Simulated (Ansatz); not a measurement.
NbAs in space group P6/mmm (No. 191; Nb on 3f, As on 1a, As on 2d) at seven volumes, plane-wave PAW PBE (Ansatz code), shape and atoms relaxed at each. One row is withheld.

| V (Å³/atom) | P (GPa) |
|---|---|
| 17.931 | 15.84 |
| 18.522 | 9.68 |
| 19.113 | 4.45 |
| 19.704 | 0.00 |
| 20.295 | ? |
| 20.886 | -6.98 |
| 21.477 | -9.70 |

### Question
Fit the shown pressures and predict the withheld one.

### Answer
P = (3/2)B₀(x^(7/2) − x^(5/2))[1 + (3/4)(B′ − 4)(x − 1)] with x = (V₀/V)^(2/3). Least squares on the six rows gives V₀ = 19.705 Å³/atom, B₀ = 136 GPa, B′ = 4.42. At V = 20.295, x = 0.9805 and P = -3.76 GPa. The run itself gave -3.78 GPa.

A made-up cell: these elements were put on the sites of a structure type; neither database checked (COD, Materials Project) lists it. COD files the formula under space group No. 109, so this cell is another polymorph or a model. Whether it is the stable phase at ambient conditions was not checked. The cell was relaxed with PBE under the symmetry of its start; its stability against distortions is not shown here. The run is not spin-polarised.

Potentials: the later of the program's two PAW sets.
